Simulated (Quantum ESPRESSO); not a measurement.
pw.x input (Quantum ESPRESSO 7.5; PBEsol, PseudoDojo standard norm-conserving files, fully relativistic):

```
&CONTROL
  calculation = 'scf'
  pseudo_dir = './pseudo'
  outdir = './out'
  tprnfor = .true.
  tstress = .true.
/
&SYSTEM
  ibrav = 0
  nat = 3
  ntyp = 2
  ecutwfc = 84.0
  ecutrho = 336.0
  occupations = 'smearing'
  smearing = 'fd'
  degauss = 0.002
  nbnd = 36
  noncolin = .true.
  lspinorb = .true.
  assume_isolated = '2D'
/
&ELECTRONS
  conv_thr = 3e-10
/
ATOMIC_SPECIES
S 32.0600 S.upf
Pt 195.0840 Pt.upf
CELL_PARAMETERS angstrom
  3.534465137371   0.000000000000   0.000000000000
 -1.767232568685   3.060936597754   0.000000000000
  0.000000000000   0.000000000000  15.500000000000
ATOMIC_POSITIONS crystal
S   0.333333333000   0.666666667000   0.078468681300
S   0.666666666333   0.333333333667  -0.078468681300
Pt  -0.000000000000   0.000000000333   0.000000000000
K_POINTS automatic
12 12 1 0 0 0
```

End of the output:

```
     total energy              =    -305.71455936 Ry
     estimated scf accuracy    <       0.00000001 Ry
     total energy              =    -305.71455937 Ry
     estimated scf accuracy    <          9.2E-09 Ry
     total energy              =    -305.71455937 Ry
     estimated scf accuracy    <          7.6E-10 Ry
[...]
     the Fermi energy is    -5.3341 ev
!    total energy              =    -305.71455937 Ry
     estimated scf accuracy    <          7.0E-11 Ry
     smearing contrib. (-TS)   =      -0.00000000 Ry
     internal energy E=F+TS    =    -305.71455937 Ry
     The total energy is F=E-TS. E is the sum of the following terms:
     one-electron contribution =   -1662.92427841 Ry
     hartree contribution      =     824.48066652 Ry
     xc contribution           =     -59.95808107 Ry
     ewald contribution        =     592.68713360 Ry
     convergence has been achieved in  12 iterations
     Forces acting on atoms (cartesian axes, Ry/au):
     atom    1 type  1   force =     0.00000000   -0.00000000    0.00168868
     atom    2 type  1   force =     0.00000000    0.00000000   -0.00168868
     atom    3 type  2   force =    -0.00000000    0.00000000    0.00000000
     Total force =     0.002388     Total SCF correction =     0.000024
```
In a gapped system the printed Fermi energy is only some level inside the gap.

Geometry relaxed with PBEsol.
